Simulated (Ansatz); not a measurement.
**Al₄CoNi₃: relaxed-ion elastic tensor**

The calculation used DFT PBE, scalar-relativistic, plane waves, PAW in Ansatz. Cutoff 420 eV, 10×10×8 k-points (Γ-centred), Gaussian smearing of 0.20 eV. Collinear spin, site moments 0.0, 0.0, 0.0, 0.0, 0.0, 0.1, 0.1, 0.5 μB.

The cell, relaxed at this level:
```yaml
crystal:
  lattice:
    - [4.08288, 0.00000, 0.00000]
    - [0.00000, 4.08288, 0.00000]
    - [0.00000, 0.00000, 5.76826]
  atoms:
    - { symbol: Al, position: [0.00000, 0.50000, 0.74851] }
    - { symbol: Al, position: [0.00000, 0.50000, 0.25149] }
    - { symbol: Al, position: [0.50000, 0.00000, 0.74851] }
    - { symbol: Al, position: [0.50000, 0.00000, 0.25149] }
    - { symbol: Ni, position: [0.00000, 0.00000, 0.00000] }
    - { symbol: Ni, position: [0.00000, 0.00000, 0.50000] }
    - { symbol: Ni, position: [0.50000, 0.50000, 0.00000] }
    - { symbol: Co, position: [0.50000, 0.50000, 0.50000] }
```

The cell was found from a structure generator's guess, not taken from experiment. In a metal, frequencies and elastic constants depend on the k mesh and the smearing, soft modes and shear constants most.

Problem. Give the relaxed-ion elastic constants (GPa, Voigt order xx yy zz yz xz xy, on the Cartesian axes of the cell above).

Solution.
C11 = 291.2, C12 = 48.8, C13 = 139.6, C22 = 291.2, C23 = 139.6, C33 = 203.2, C44 = 120.1, C55 = 120.1, C66 = 31.6 GPa; the others vanish.

Problem. Is the crystal stable against homogeneous strain?

Solution. Yes: the least eigenvalue of the tensor is 31.6 GPa.

Problem. And the moduli of a polycrystal (Hill averages)?

Solution. B = 160 GPa, G = 71 GPa, E = 185 GPa, ν = 0.31.
